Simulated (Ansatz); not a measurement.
NaGeI3 (cubic perovskite), relaxed with r2SCAN in the plane-wave code Ansatz. Space group Pm-3m (No. 221), cubic; conventional cell a = 5.889 Å, 40.85 Å³ an atom. Na is surrounded by 12 I at 4.16 Å; Ge is surrounded by 6 I at 2.94 Å; I is surrounded by 2 Ge at 2.94 Å and 4 Na at 4.16 Å.

The axes x, y and z are those of this cell:
```
CELL_PARAMETERS angstrom
5.88928 0.00000 0.00000
0.00000 5.88928 0.00000
0.00000 0.00000 5.88928
ATOMIC_POSITIONS crystal
Na 0.00000 0.00000 0.00000
Ge 0.50000 0.50000 0.50000
I 0.50000 0.50000 0.00000
I 0.50000 0.00000 0.50000
I 0.00000 0.50000 0.50000
```

Unstrained: The PBE gap is direct at R: 0.417 eV. With r2SCAN the gap is 0.473 eV and direct, at R. With HSE06 the gap is 0.776 eV and direct, at R. Meshes: PBE 4×4×4, r2SCAN 4×4×4, HSE06 4×4×4. Strains are changes of length per length. After each strain the atoms were relaxed again with r2SCAN in this cell and within any symmetry left, so distortions that break it or need a larger cell weren't tested; points keep the names that they have in the unstrained zone. The calculation is spin-unpolarised, and the structure need not be a phase that has been made.

Task: One strain changed the r2SCAN stress by xx -0.70, yy -0.70, zz 0.00 GPa (compression positive) and the gap by +0.049 eV (PBE), +0.054 eV (r2SCAN), +0.061 eV (HSE06). Which kind of strain was it, and roughly how large?

Result: Epitaxial +1.5 % in the xy plane, free normal strain -0.43 %. The pattern of the stress gives the kind; the size needs the stiffness, so it is an estimate.

Task: One strain changed the r2SCAN stress by xx +1.04, yy +0.14, zz +0.14 GPa (compression positive) and the gap by -0.139 eV (PBE), -0.148 eV (r2SCAN), -0.153 eV (HSE06). Which kind of strain was it, and roughly how large?

Result: Uniaxial -2.0 % along x, other directions held. The pattern of the stress gives the kind; the size needs the stiffness, so it is an estimate.

Task: For epitaxial -4.0 % in the xy plane, how far does the free direction move, and what happens to the gap?

Result: The normal strain at zero normal stress is +1.34 %, 0.34 of the in-plane strain with the sign turned. PBE: gap 0.42 before, 0 after (eV); it has closed. HSE06: the gap goes from 0.776 to 0.099 eV (-0.677 eV); so small a gap is at the limit of these settings.

Task: Estimate what isotropic -5.0 % on every length does to the gap.

Result: PBE: gap 0.42 before, 0 after (eV); it has closed. r2SCAN: gap 0.47 before, 0 after (eV); it has closed. The r2SCAN energy rises by 66.6 meV an atom.

Spin-orbit coupling is left out, which matters wherever the heavy atoms make up the band edges.

The meshes of the hybrids are coarse, so their gaps aren't converged to the digits shown.
